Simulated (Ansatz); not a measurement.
FeGe:
```xyz
6
Lattice="4.9881 0.0000 0.0000 -2.4940 4.3198 0.0000 0.0000 0.0000 4.1173" Properties=species:S:1:pos:R:3 pbc="T T T"
Fe     2.4940     0.0000     0.0000
Fe     1.2470     2.1599     0.0000
Fe    -1.2470     2.1599     0.0000
Ge     0.0000     0.0000     0.0000
Ge     0.0000     2.8799     2.0587
Ge     2.4940     1.4399     2.0587
```
The run is spin-polarised; directions of the spins, atom by atom: ↑ ↑ ↑ 0 0 0.

Relaxed with r²SCAN.

Q: Give the Bader charges and basin volumes of the independent atoms, DFT-r²SCAN in the program Ansatz with PAW potentials.

A: 

```json
[
 {"atom": "Fe1", "Bader charge (e)": "+0.17", "Bader volume (Å³)": "11.3"},
 {"atom": "Ge4", "Bader charge (e)": "-0.19", "Bader volume (Å³)": "19.8"},
 {"atom": "Ge5", "Bader charge (e)": "-0.16", "Bader volume (Å³)": "17.4"}
]
```

Space group P6/mmm. The first step of the workflow began from a Materials Project structure, measured or hypothetical; the Crystallography Open Database copy checked does not list it. COD files the formula under space group No. 198. Whether it is the stable phase at ambient conditions was not checked. Symmetry was held in the r²SCAN relaxation; whether a distortion lowers the energy is not shown. The final state is ferromagnetic, the only order run, not a proven ground state. Other orbital occupations within this spin state were not tried.

Potentials: the later of the program's two PAW sets.
